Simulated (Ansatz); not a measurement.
Relaxed-ion elastic tensor of SnCl2 in space group Pnma (No. 62; Sn on 4c, Cl on 4c, Cl on 4c) in GPa (Voigt order), DFT-r²SCAN+D4 in the program Ansatz with PAW potentials; density 3.90 g/cm³, 26.90 Å³ per atom.

```
      1     2     3    4    5     6
-  ----  ----  ----  ---  ---  ----
1  28.6  20.5   5.3  0.0  0.0   0.0
2  20.5  40.9  15.2  0.0  0.0   0.0
3   5.3  15.2  23.5  0.0  0.0   0.0
4   0.0   0.0   0.0  8.7  0.0   0.0
5   0.0   0.0   0.0  0.0  3.7   0.0
6   0.0   0.0   0.0  0.0  0.0  17.5
```

Problem. Is the crystal mechanically stable?

Solution. Yes: the smallest eigenvalue of C is 3.7 GPa.

Problem. Work out the Voigt, Reuss and Hill averages.

Solution. K_V = 19.4, K_R = 15.3, K_H = 17.4; G_V = 9.4, G_R = 6.9, G_H = 8.2 GPa.

Problem. Give Young's modulus, Poisson's ratio, Pugh's ratio and the universal anisotropy index.

Solution. E = 9KG/(3K + G) = 21.2 GPa; ν = 0.30; K/G = 2.12 (ductile by the Pugh limit of 1.75); A_U = 5G_V/G_R + K_V/K_R − 6 = 2.09.

Problem. Estimate the sound speeds and the Debye temperature.

Solution. v_l = √((K + 4G/3)/ρ) = 2690 m/s, v_t = √(G/ρ) = 1450 m/s, mean 1620 m/s; Θ = (h/k)(3n/4πV)^(1/3) v_m = 161 K.

Problem. Solve the Christoffel equation for the three sound speeds along x, y, z.

Solution. Eigenvalues of C_ijkl n_j n_l equal ρv². In km/s, slowest first: x 0.97, 2.12, 2.71; y 1.49, 2.12, 3.24; z 0.97, 1.49, 2.45.

Problem. How much does each axis shrink under pressure?

Solution. Linear compressibilities β_i = Σ_j S_ij (j = 1 to 3): x 32, y -6.4, z 39 per TPa.

The first step of the workflow began from a Materials Project structure, measured or hypothetical; the Crystallography Open Database files this formula in space group No. 62, but the cells were not matched. Whether it is the stable phase at ambient conditions was not checked. The cell was relaxed with r²SCAN+D4 under the symmetry of its start; whether a distortion lowers the energy is not shown. Spin–orbit coupling is left out wherever it is not named.

Potentials: the later of the program's two PAW sets.
